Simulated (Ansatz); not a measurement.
Computed with Ansatz 0.2.0, DFT PBE, scalar-relativistic, plane waves, PAW. Settings: cutoff 420 eV, Γ-centred meshes spaced at most about 0.3 Å⁻¹, and about 0.25 Å⁻¹ or finer for metals (2π included), Gaussian smearing. No spin polarisation in the final relaxations.

All energies are static (0 K, no zero-point motion). All come from trial cells, and lower structures may exist.

Problem. Order these relaxed structures of SnP5 by energy, lowest first, with the energy over the lowest of them.
A.

```cif
data_structure
_symmetry_space_group_name_H-M 'P4/mmm'
_symmetry_Int_Tables_number 123
_cell_length_a 5.6307
_cell_length_b 5.6307
_cell_length_c 5.1534
_cell_angle_alpha 90.000
_cell_angle_beta 90.000
_cell_angle_gamma 90.000
_cell_volume 163.39
loop_
_atom_site_label
_atom_site_type_symbol
_atom_site_symmetry_multiplicity
_atom_site_Wyckoff_symbol
_atom_site_fract_x
_atom_site_fract_y
_atom_site_fract_z
_atom_site_occupancy
Sn1 Sn 1 a 0.00000 0.00000 0.00000 1
P1 P 4 k 0.20214 0.20214 0.50000 1
P2 P 1 d 0.50000 0.50000 0.50000 1
```

B.

```cif
data_structure
_symmetry_space_group_name_H-M 'F-43m'
_symmetry_Int_Tables_number 216
_cell_length_a 7.8016
_cell_length_b 7.8016
_cell_length_c 7.8016
_cell_angle_alpha 90.000
_cell_angle_beta 90.000
_cell_angle_gamma 90.000
_cell_volume 474.85
loop_
_atom_site_label
_atom_site_type_symbol
_atom_site_symmetry_multiplicity
_atom_site_Wyckoff_symbol
_atom_site_fract_x
_atom_site_fract_y
_atom_site_fract_z
_atom_site_occupancy
Sn1 Sn 4 a 0.00000 0.00000 0.00000 1
P1 P 16 e 0.89713 0.39713 0.89713 1
P2 P 4 d 0.25000 0.25000 0.75000 1
```

C.

```cif
data_structure
_symmetry_space_group_name_H-M 'P6/mmm'
_symmetry_Int_Tables_number 191
_cell_length_a 6.2897
_cell_length_b 6.2897
_cell_length_c 3.1558
_cell_angle_alpha 90.000
_cell_angle_beta 90.000
_cell_angle_gamma 120.000
_cell_volume 108.12
loop_
_atom_site_label
_atom_site_type_symbol
_atom_site_symmetry_multiplicity
_atom_site_Wyckoff_symbol
_atom_site_fract_x
_atom_site_fract_y
_atom_site_fract_z
_atom_site_occupancy
Sn1 Sn 1 a 0.00000 0.00000 0.00000 1
P1 P 3 g 0.50000 0.00000 0.50000 1
P2 P 2 c 0.33333 0.66667 0.00000 1
```

D.

```cif
data_structure
_symmetry_space_group_name_H-M 'P4/mmm'
_symmetry_Int_Tables_number 123
_cell_length_a 3.9507
_cell_length_b 3.9507
_cell_length_c 7.6858
_cell_angle_alpha 90.000
_cell_angle_beta 90.000
_cell_angle_gamma 90.000
_cell_volume 119.96
loop_
_atom_site_label
_atom_site_type_symbol
_atom_site_symmetry_multiplicity
_atom_site_Wyckoff_symbol
_atom_site_fract_x
_atom_site_fract_y
_atom_site_fract_z
_atom_site_occupancy
Sn1 Sn 1 b 0.00000 0.00000 0.50000 1
P1 P 2 h 0.50000 0.50000 0.81038 1
P2 P 1 d 0.50000 0.50000 0.50000 1
P3 P 2 f 0.00000 0.50000 0.00000 1
```

Solution. C (0 meV/atom), D (48 meV/atom), A (61 meV/atom), B (188 meV/atom). Forms: C P6/mmm; D P4/mmm; A P4/mmm; B F-43m. Counting P atoms around Sn (those within 1.25 times the shortest such distance or 1.15 times the sum of covalent radii, 1.27 where that leaves under three; the shortest distance is added where it exceeds 1.18 times the sum of covalent radii): C has Sn 18 from 3.5 Å; D has Sn 4; A has Sn 8 from 3.0 Å; B has Sn 16 from 3.3 Å. C holds P–P bonds in all directions (shortest 2.41 Å); D holds P–P bonds in all directions (shortest 2.39 Å); A holds P–P nets (shortest 2.28 Å); B holds P–P units of three or more atoms (shortest 2.27 Å). Even the lowest lies +0.43 eV/atom against the elements.

For metals, differences of a few meV/atom aren't resolved. In P6/mmm, P4/mmm at 20.0 Å³/atom, P4/mmm at 27.2 Å³/atom, F-43m an odd number of electrons in the primitive cell allows no gap without spin; a larger cell or a magnetic state could open one. A magnetic state wasn't ruled out in cells without spin, among them P6/mmm, P4/mmm at 20.0 Å³/atom, P4/mmm at 27.2 Å³/atom, F-43m. Cells relaxed within their symmetry can be saddle points. Some structure types and database cells were kept out of the candidates from the start, so a known form may be missing.
